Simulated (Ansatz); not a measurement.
GaN:
```xyz
2
Lattice="0.0000 2.2491 2.2491 2.2491 0.0000 2.2491 2.2491 2.2491 0.0000" Properties=species:S:1:pos:R:3 pbc="T T T"
N      3.3736     3.3736     3.3736
Ga     0.0000     0.0000     0.0000
```

Relaxed with PBEsol.

Task: Decompose the optical modes at the zone centre into irreducible representations, and say which are infrared and Raman allowed.

Result: Point group -43m: Γ_opt = T2. Infrared: T2. Raman: T2.

Task: Assign frequencies (DFPT, PBEsol (plane waves, PAW; program Ansatz); without the LO–TO term).

Result: T2 537 cm⁻¹.

Space group F-43m (zinc blende). The cell was relaxed with PBEsol under the symmetry of its start; phonons on a q-mesh show no instability.

Potentials: the later of the program's two PAW sets.
